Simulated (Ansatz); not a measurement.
Ba$_{2}$N (space group R-3m)

```
CELL_PARAMETERS angstrom
      1.96209     1.13281     7.48910
     -1.96209     1.13281     7.48910
      0.00000    -2.26563     7.48910
ATOMIC_POSITIONS crystal
  Ba 0.73246 0.73246 0.73246
  Ba 0.26754 0.26754 0.26754
  N  0.00000 0.00000 0.00000
```

The volume is varied about the relaxed value V₀ at fixed cell shape. The atoms relax within the cell's symmetry.

These are PBEsol (plane waves to 420 eV, PAW, scalar-relativistic; Ansatz, a program for electronic structure) values and carry that method's errors. k mesh 14×14×14 (Γ-centred), Fermi-Dirac smearing 0.05 eV. Compression counts positive. Ba2N was relaxed with its symmetry unable to fall.

At one point of the scan the stress tensor (GPa) is:

```
    0.6      0.0      0.0
    0.0      0.6      0.0
    0.0      0.0      0.4
```

### Question
Which point is it?
(A) V/V₀ = 0.975
(B) V/V₀ = 0.925
(C) V/V₀ = 0.900
(D) V/V₀ = 0.950

### Answer
A, V/V₀ = 0.975

(Under strain, the slope of the energy per volume gives the stress and its curvature an elastic modulus.)
